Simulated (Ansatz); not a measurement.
One crystal and one scan (scan of one atom of the cell) at two levels, PBE (plane waves to 420 eV, PAW, scalar-relativistic; Ansatz, an electronic-structure program) and r2SCAN (plane waves to 500 eV, PAW, scalar-relativistic; Ansatz), each from its own relaxed cell and on its own mesh. The cell shown is that of PBE.

Starting cell, CuI (zinc blende):

```
CuI
1.0
    0.00000     6.07934     6.07934
    3.03967     0.00000     3.03967
    3.03967     3.03967     0.00000
I Cu
2 2
Cartesian
  4.55950   4.55950   4.55950
  4.55950   7.59917   7.59917
  0.00000   0.00000   0.00000
  0.00000   3.03967   3.03967
```

In each cell atom 2 (I, nearest neighbour Cu at 2.632 Å; its periodic images, 4.3 Å or more away, move with it) moves by s·(1.000, 0.000, 0.000) (along Cartesian x), the rest being held.

E stands for the smeared free energy. CuI is run without spin polarisation. CuI was relaxed with its symmetry unable to fall. Spin-orbit coupling is left out, though I is heavy. Both scans cover s from -0.260 to 0.260 Å.

ΔE (meV/cell), each from the undisplaced structure of its own level:

```json
[
 {"s (Å)": "-0.260", "PBE": "121.4", "r2SCAN": "withheld"},
 {"s (Å)": "-0.208", "PBE": "77.7", "r2SCAN": "86.9"},
 {"s (Å)": "-0.156", "PBE": "43.7", "r2SCAN": "48.9"},
 {"s (Å)": "-0.104", "PBE": "19.4", "r2SCAN": "21.7"},
 {"s (Å)": "-0.052", "PBE": "4.9", "r2SCAN": "5.4"},
 {"s (Å)": "0.000", "PBE": "0.0", "r2SCAN": "0.0"},
 {"s (Å)": "0.052", "PBE": "4.9", "r2SCAN": "5.4"},
 {"s (Å)": "0.104", "PBE": "19.5", "r2SCAN": "21.8"},
 {"s (Å)": "0.156", "PBE": "44.0", "r2SCAN": "49.2"},
 {"s (Å)": "0.208", "PBE": "78.5", "r2SCAN": "87.6"},
 {"s (Å)": "0.260", "PBE": "123.0", "r2SCAN": "137.1"}
]
```

Problem. Estimate the r2SCAN value at -0.260 from the PBE value there and the ratio of the two levels in the two nearest given rows on that side of the minimum.

Solution. At -0.208 and -0.156 the ratio r2SCAN/PBE averages 1.119, which gives 1.119 × 121.4 = 135.8 meV/cell. The calculation gives 135.8 meV/cell, +11.9 % against PBE.

(For displaced atoms, the force is minus the slope of the energy, and its curvature is a force constant, which sets phonon frequencies.)
